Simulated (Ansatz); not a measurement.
Values for one crystal, relaxed and computed with plane-wave PAW r²SCAN (Ansatz code); other levels are named.

```yaml
volume_per_atom: 19.94 Å³
electronic_character: metallic (no gap)
Density of states at the Fermi level: 0.35 states/eV per atom (mean over ±0.08 eV)
Formation energy from the elements (no fitted shifts): -0.50 eV/atom
```

Problem. Which compound is it?
A. SiC, rock salt
B. BaAlSi, P-6m2 (Ba on 1a, Al on 1f, Si on 1d)
C. BaSi3Pd, I4mm (Ba on 2a, Si on 2a, Si on 4b, Pd on 2a)
D. FeO, rock salt

Solution. C, BaSi3Pd, I4mm (Ba on 2a, Si on 2a, Si on 4b, Pd on 2a)

The workflow started from a Materials Project entry (that database holds measured and hypothetical structures alike); the Crystallography Open Database copy checked does not list it. Its standing as an ambient phase is unchecked. Symmetry was held in the r²SCAN relaxation; its stability against distortions is not shown here. No spin polarisation was allowed. The references are the lowest solids computed at this level, not always the standard phases. Scalar-relativistic: spin–orbit coupling is off unless named, which matters more the heavier the elements.

Potentials: the later of the program's two PAW sets.
